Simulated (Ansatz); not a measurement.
SiO2: do energies and stresses tell the same story?

Method: DFT r2SCAN, scalar-relativistic, plane waves, PAW (Ansatz).

Plane waves to 500 eV, a k mesh through Γ of 4×4×4 on the computed 24-atom cell and Gaussian smearing (0.02 eV); no spin polarisation.

Relaxed cell: Ia-3, a = 8.447 Å, b = 8.447 Å, c = 8.447 Å, α = 90.00°, β = 90.00°, γ = 90.00°, 24 atoms in the primitive cell. This form isn't the usual stable structure of the compound.

Energies at zero smearing and pressures from the stress tensor, at volumes with shape and atoms relaxed:
```json
{"V (Å³/atom)": "11.050", "E − E(first) (meV/atom)": "0.00", "P (GPa)": "7.67"}
{"V (Å³/atom)": "11.427", "E − E(first) (meV/atom)": "-15.29", "P (GPa)": "5.38"}
{"V (Å³/atom)": "11.803", "E − E(first) (meV/atom)": "-25.59", "P (GPa)": "3.41"}
{"V (Å³/atom)": "12.180", "E − E(first) (meV/atom)": "-31.52", "P (GPa)": "1.66"}
{"V (Å³/atom)": "12.557", "E − E(first) (meV/atom)": "-33.53", "P (GPa)": "0.04"}
{"V (Å³/atom)": "12.933", "E − E(first) (meV/atom)": "-31.88", "P (GPa)": "-1.46"}
{"V (Å³/atom)": "13.310", "E − E(first) (meV/atom)": "-26.73", "P (GPa)": "-2.94"}
{"V (Å³/atom)": "13.812", "E − E(first) (meV/atom)": "-14.50", "P (GPa)": "-4.91"}
```

Question: Check P = −dE/dV between neighbouring volumes, and get the bulk modulus from the pressures alone.

Answer: With 1 eV/Å³ = 160.2 GPa:
| middle V (Å³/atom) | −ΔE/ΔV (GPa) | mean P (GPa) |
| --- | --- | --- |
| 11.238 | 6.503 | 6.526 |
| 11.615 | 4.382 | 4.395 |
| 11.992 | 2.523 | 2.533 |
| 12.368 | 0.854 | 0.849 |
| 12.745 | -0.702 | -0.711 |
| 13.122 | -2.189 | -2.201 |
| 13.561 | -3.904 | -3.925 |

The two differ by 0.02 GPa at most. The mean of two end pressures misses the average over a step by about ΔV² P″/12, up to 0.03 GPa here; with that taken off 0.02 GPa remains. Around V = 12.557 Å³/atom, the two neighbours give B = −V ΔP/ΔV = 12.557 × 3.12 / 0.753 = 52.0 GPa, against B0 = 53.5 GPa from the Birch–Murnaghan fit of the energies.

Cost: 9 runs of about 22 core-minutes in all, on Intel Xeon Platinum 8488C (Sapphire Rapids) (shared hosts).